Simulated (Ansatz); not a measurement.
Zn$_{2}$Cd$_{3}$S$_{5}$ (I-4m2) at 2 levels of theory

One geometry, relaxed with PBE; plane waves with PAW potentials in Ansatz, scalar-relativistic. No spin polarisation. Gaps are the least over mesh and band path; pressure is positive in compression.

```xyz
10
Lattice="-2.0174 2.0174 14.4590 2.0174 -2.0174 14.4590 2.0174 2.0174 -14.4590" Properties=species:S:1:pos:R:3 pbc="T T T"
Zn    0.0000    2.0174    4.3926
Zn    0.0000    2.0174   10.0664
Cd    2.0174    0.0000   12.9035
Cd    2.0174    0.0000    1.5555
Cd    2.0174    0.0000    7.2295
S     0.0000    0.0000   23.2502
S     0.0000    0.0000   11.3413
S     0.0000    0.0000    0.0000
S     0.0000    0.0000   17.5766
S     0.0000    0.0000    5.6677
```

| level | cutoff (eV) | k mesh | gap (eV) | pressure (GPa) |
| --- | --- | --- | --- | --- |
| PBE | 420 | 10×10×10 | 1.28 | 0.0 |

What comes out on the same cell with r2SCAN?

```tsv
level	cutoff (eV)	k mesh	gap (eV)	pressure (GPa)
r2SCAN	500	10×10×10	1.75	-1.7
```

The structure comes from a generated guess; another structure or a mixture of phases may lie lower.
